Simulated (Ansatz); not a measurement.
## Relaxation path: hcp Hf (0001), 3 layers

DFT, PBE, PAW with Ansatz's default frozen-core files, scalar-relativistic (Ansatz 0.2.0); a Γ-centred 12×12×1 k mesh, Fermi–Dirac smearing of 0.1 eV, no spin polarisation. The run relaxes the atoms in the fixed cell.

Command: `ansatz run input.yaml --threads 1 --pin off --max-ram 3584MiB --backend cpu --events-out ev --progress --plain --runs-dir out` It took 60 s on 1 thread of Arm Neoverse V2, on a shared host, peak memory 0.45 GiB.

```yaml
crystal:
  lattice:
    - [3.2032284304, 0.0, 0.0]
    - [-1.6016142152, 2.7740771949, 0.0]
    - [0.0, 0.0, 21.073]
  atoms:
    - { symbol: Hf, position: [0.0, 0.0, 0.3796336128] }
    - { symbol: Hf, position: [0.333333334, 0.666666666, 0.5] }
    - { symbol: Hf, position: [0.0, 0.0, 0.6203663872] }
kpoints:
  mp_grid: { grid: [12, 12, 1] }
scf:
  occupations: { method: fermi_dirac, width: 0.1 }
hamiltonian:
  xc: pbe
  pseudopotentials: { kind: paw }
output:
  forces: true
  stress: true
  eigenvalues: true
relax:
  f_tol: 0.01
  max_steps: 40
efield:
  axis: 3
  amplitude: 0
  dipole_correction: true
```

Each step lists its free energy a cell above the last geometry, and Cartesian positions (Å) with forces (eV/Å).

The first step:

```
step 1  dF = 43.74 meV
  Hf 0.0000 0.0000 8.0000   0.0000 0.0000 0.4234
  Hf 0.0000 1.8494 10.5365   0.0000 0.0000 0.0000
  Hf 0.0000 0.0000 13.0730   0.0000 0.0000 -0.4234
```

Spin–orbit coupling is left out, which matters for the heavy atoms.

Question: Where does the relaxation end, and by which steps?

Answer: After 4 geometries, with a shortest distance of 3.060 Å. The further steps:
```
step 2  dF = 54.85 meV  (not accepted)
  Hf 0.0000 0.0000 8.1950   0.0000 0.0000 -0.5929
  Hf 0.0000 1.8494 10.5365   0.0000 0.0000 0.0000
  Hf 0.0000 0.0000 12.8780   0.0000 0.0000 0.5929
step 3  dF = 0.28 meV
  Hf 0.0000 0.0000 8.0901   0.0000 0.0000 0.0378
  Hf 0.0000 1.8494 10.5365   0.0000 0.0000 0.0000
  Hf 0.0000 0.0000 12.9829   0.0000 0.0000 -0.0378
step 4  dF = 0.00 meV
  Hf 0.0000 0.0000 8.0985   0.0000 0.0000 -0.0053
  Hf 0.0000 1.8494 10.5365   0.0000 0.0000 0.0000
  Hf 0.0000 0.0000 12.9745   0.0000 0.0000 0.0053
```
